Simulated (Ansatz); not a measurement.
A geometry of SnSe away from equilibrium: step 2 of the relaxation of a generated cell, SnSe built in the AFLOW prototype AB_cI16_199_a_a (B_a). Level of theory: r2SCAN (plane waves to 500 eV, PAW, scalar-relativistic; Ansatz, a quantum-chemistry and plane-wave program). Γ-centred k-mesh 4×4×4 on the run's cell (coarser than for final values), Fermi–Dirac smearing 0.05 eV. The plane waves were selected for a different cell earlier on the path.

```xyz
8
Lattice="-3.8141 3.8141 3.8141 3.8141 -3.8141 3.8141 3.8141 3.8141 -3.8141" Properties=species:S:1:pos:R:3 pbc="T T T"
Se     3.5573     3.5573     3.5573
Se     0.2568     4.0710    -0.2568
Se     4.0710    -0.2568     0.2568
Se    -0.2568     0.2568     4.0710
Sn     1.7294     1.7294     1.7294
Sn    -1.7294     2.0847     1.7294
Sn     2.0847     1.7294    -1.7294
Sn     1.7294    -1.7294     2.0847
```

Problem. What forces act on the atoms (eV/Å)?

Solution. 
| atom | Fx | Fy | Fz |
|---|---|---|---|
| Se1 | 0.29 | 0.29 | 0.29 |
| Se2 | -0.29 | -0.29 | 0.29 |
| Se3 | -0.29 | 0.29 | -0.29 |
| Se4 | 0.29 | -0.29 | -0.29 |
| Sn5 | 0.54 | 0.54 | 0.54 |
| Sn6 | -0.54 | -0.54 | 0.54 |
| Sn7 | -0.54 | 0.54 | -0.54 |
| Sn8 | 0.54 | -0.54 | -0.54 |

The path ends in I2₁3 (No. 199) (AFLOW prototype AB_cI16_199_a_a (B_a)). No spin polarisation in the result.

The run could not lose the symmetry of its start, so the end can be a saddle point.

The end of the path is a generated cell of SnSe: the first start was made by placing the elements on the sites of a structure type, and the end was not matched to a known phase here, so it may be hypothetical. Known forms of SnSe include space group No. 62.
